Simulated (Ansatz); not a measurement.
W$_{2}$N in space group P4/mmm (No. 123; W on 1a, W on 1d, N on 1c) at seven volumes, DFT-PBEsol in the program Ansatz with PAW potentials, shape and atoms relaxed at each. One row is withheld.

```
V (Å³/atom)  P (GPa)
-----------  -------
11.011         42.57
11.374         26.01
11.737         11.94
12.100          0.00
12.463             ?
12.826        -18.75
13.189        -26.05
```

Fit the shown pressures and predict the withheld one.

P = (3/2)B₀(x^(7/2) − x^(5/2))[1 + (3/4)(B′ − 4)(x − 1)] with x = (V₀/V)^(2/3). Least squares on the six rows gives V₀ = 12.100 Å³/atom, B₀ = 366 GPa, B′ = 4.43. At V = 12.463, x = 0.9805 and P = -10.13 GPa. The run itself gave -10.14 GPa.

A made-up cell: these elements were put on the sites of a structure type; neither database checked (COD, Materials Project) lists it. Its standing as an ambient phase is unchecked. Symmetry was held in the PBEsol relaxation; of distortions, only those at the zone centre were tested. No spin polarisation was allowed. Spin–orbit coupling is left out wherever it is not named.

Potentials: the later of the program's two PAW sets.
